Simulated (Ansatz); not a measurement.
SnO$_{2}$:
```
CELL_PARAMETERS angstrom
      3.59267     0.00000     0.00000
      0.00000     3.59267     0.00000
      0.00000     0.00000     5.53061
ATOMIC_POSITIONS crystal
  Sn 0.00000 0.00000 0.00000
  Sn 0.50000 0.50000 0.50000
  O  0.00000 0.50000 0.17696
  O  0.00000 0.50000 0.67696
  O  0.50000 0.00000 0.32304
  O  0.50000 0.00000 0.82304
```

Relaxed with PBE. Special points in fractions of this cell's reciprocal vectors: Γ (0.000, 0.000, 0.000); X (0.000, 0.500, 0.000); M (0.500, 0.500, 0.000); Z (0.000, 0.000, 0.500); R (0.000, 0.500, 0.500); A (0.500, 0.500, 0.500).

Task: List the band energies nearest the valence-band maximum at these points for PBE with spin–orbit coupling (plane waves, PAW; program Ansatz).

Result: In eV from the valence-band maximum; about four levels below and three above (degenerate sets whole), none deeper than 8.9 eV; points with the same levels are listed once.

```
k                    below                above
-  -----------------------  -------------------
Γ  -0.05 -0.05 -0.04 -0.04  0.79 0.79 4.02 4.02
X  -0.50 -0.50 -0.50 -0.50  4.31 4.31 4.31 4.31
M      0.00 0.00 0.00 0.00  5.53 5.53 5.53 5.53
Z      0.00 0.00 0.00 0.00  3.29 3.29 3.29 3.29
R  -1.16 -1.16 -1.16 -1.16  4.55 4.55 4.55 4.55
A  -0.37 -0.37 -0.37 -0.37  5.82 5.82 5.82 5.82
```

Space group P4_2/nmc. The cell is a constructed one: a structure type filled with these elements; neither database checked (COD, Materials Project) lists it. It is not the phase usual at ambient conditions (space group No. 136). Symmetry was held in the PBE relaxation; whether a distortion lowers the energy is not shown.

Potentials: the earlier of the program's two PAW sets.
